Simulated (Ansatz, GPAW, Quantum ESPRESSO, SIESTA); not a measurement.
# CsLiCr2Te2S3: programs and potentials compared

```
Cs Li Cr Te S
1.0
     3.60358    0.00000    0.00000
    -1.80179    3.12079    0.00000
     0.00000    0.00000   19.06651
Cs Li Cr Te S
1 1 2 2 3
Direct
  0.00000 0.00000 0.37399
  0.66667 0.33333 0.01607
  0.00000 0.00000 0.86637
  0.33333 0.66667 0.16833
  0.33333 0.66667 0.53891
  0.66667 0.33333 0.77276
  0.00000 0.00000 0.10030
  0.33333 0.66667 0.92920
  0.66667 0.33333 0.23408
```

The cell comes from a database or a generator and needn't be the stable form of this composition.

Alike in all runs: task band structure; functional PBE; k mesh 9 × 9 × 2; occupations fermi-dirac, width 0.05 eV; collinear spin, ferromagnetic start; no spin-orbit coupling. Pressure is positive in compression and, in plane waves, holds the error of the finite cutoff, which Ansatz's Pulay term estimates and takes out.

| program and potentials | plane-wave cutoff (eV) | notes | pressure (GPa) | net moment per atom (μB) | largest force (eV/Å) |
| --- | --- | --- | --- | --- | --- |
| Ansatz, Ansatz PAW | 420 | 10 valence electrons an atom on average | 0.02 | 0.63 | 0.033 |
| Quantum ESPRESSO, SSSP 1.3 efficiency PBE | 748 | 7.78 valence electrons an atom on average | 0.03 | 0.63 | 0.032 |
| SIESTA, files PseudoDojo sr-pbe-0.4.1-standard, DZP (energy shift 0.003 Ry; two zetas on semicore shells; d shell added on Cs) | - | atomic basis; 10 valence electrons an atom on average | 0.61 | 0.63 | 0.218 |
| GPAW, GPAW PAW data sets (gpaw-data 1.2.1) | 800 | 5.78 valence electrons an atom on average | 0.09 | 0.63 | 0.101 |

Force on atom 1 (Cs), eV/Å:

```csv
program and potentials,x,y,z
"Ansatz, Ansatz PAW",0.000,0.000,0.033
"Quantum ESPRESSO, SSSP 1.3 efficiency PBE",0.000,0.000,0.031
"SIESTA, files PseudoDojo sr-pbe-0.4.1-standard, DZP (energy shift 0.003 Ry; two zetas on semicore shells; d shell added on Cs)",0.000,0.000,0.043
"GPAW, GPAW PAW data sets (gpaw-data 1.2.1)",0.000,0.000,0.036
```

The pressure spans 0.02 (Ansatz, Ansatz PAW) to 0.61 GPa (SIESTA, files PseudoDojo sr-pbe-0.4.1-standard, DZP (energy shift 0.003 Ry; two zetas on semicore shells; d shell added on Cs)). All agree on the net moment per atom. The state is the one that the start led to, which needn't be the lowest. Rows in atomic bases carry the error of their basis and grid, which can be large.

The functional is the same throughout but for its coding, so the spread measures potentials, basis and numerics; runs on potential files found faulty are left out.
